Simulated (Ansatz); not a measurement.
This run works on a generated trial structure, not on a known crystal.

Input and command of a plane-wave DFT calculation in Ansatz:

```yaml
crystal:
  lattice:
    - [3.0340844719, 0.0, 0.0]
    - [-1.5170422359, 2.6275942299, 0.0]
    - [0.0, 0.0, 14.620545901]
  atoms:
    - { symbol: Zn, position: [0.0, 0.0, 0.5] }
    - { symbol: Ga, position: [0.3333333333, 0.6666666667, 0.3476042971] }
    - { symbol: Ga, position: [0.6666666667, 0.3333333333, 0.6523957029] }
    - { symbol: Ga, position: [0.6666666667, 0.3333333333, 0.9236869775] }
    - { symbol: Ga, position: [0.3333333333, 0.6666666667, 0.0763130225] }
    - { symbol: O, position: [0.0, 0.0, 0.2891623718] }
    - { symbol: O, position: [0.0, 0.0, 0.7108376282] }
basis:
  ecutwfc: 420
kpoints:
  mp_grid: { grid: [12, 12, 2] }
hamiltonian:
  xc: pbe
scf:
  occupations: { method: gaussian, width: 0.1 }
output:
  forces: true
  stress: true
  eigenvalues: true
relax:
  adjacent_minimum: "off"
  f_tol: 0.01
  max_steps: 80
  cell: { stress_tol: 0.05 }
```

```bash
ansatz run input.yaml --threads 1 --pin off --max-ram 2560MiB --backend cpu --events-out ev --progress --plain --runs-dir out
```

Processor: Intel(R) Xeon(R) Processor @ 2.50GHz (Skylake/Cascade Lake), 1 thread, on a host shared with other jobs.

**Question.** How long does it run, and how much memory does it take?

**Answer.** About 8.3 min, peak memory 0.53 GiB. It solves 46 bands at 38 k points (after reduction by symmetry) with about 2297 plane waves (on the last cell), in 104 SCF iterations over 14 ionic steps.
